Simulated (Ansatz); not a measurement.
A geometry of MgSe away from equilibrium: step 2 of the relaxation of a generated trial cell of MgSe in the tenorite structure type. Method: r2SCAN (plane waves to 500 eV, PAW, scalar-relativistic; Ansatz, a first-principles code). Γ-centred k-mesh 6×6×4 on the run's cell (coarser than for final values), Fermi–Dirac smearing 0.05 eV. The plane waves were selected for a different cell earlier on the path.

```
CELL_PARAMETERS angstrom
      3.20903    -2.31410    -0.01627
      3.20903     2.31410    -0.01627
     -1.19991     0.00000     6.88242
ATOMIC_POSITIONS crystal
  Mg 0.00000 0.50000 0.00000
  Mg 0.50000 0.00000 0.50000
  Se 0.59331 0.40669 0.25000
  Se 0.40669 0.59331 0.75000
```

Task: Give the Cartesian forces on all atoms (eV/Å).

Result: 
```tsv
atom	Fx	Fy	Fz
Mg1	0.00	0.00	0.00
Mg2	0.00	0.00	0.00
Se3	0.00	-0.37	0.00
Se4	0.00	0.37	0.00
```

The path ends in Fm-3m (No. 225) (rock salt type). No spin polarisation in the result.

The run could not lose the symmetry of its start; a randomly shaken copy of 4 atoms returns to this structure.
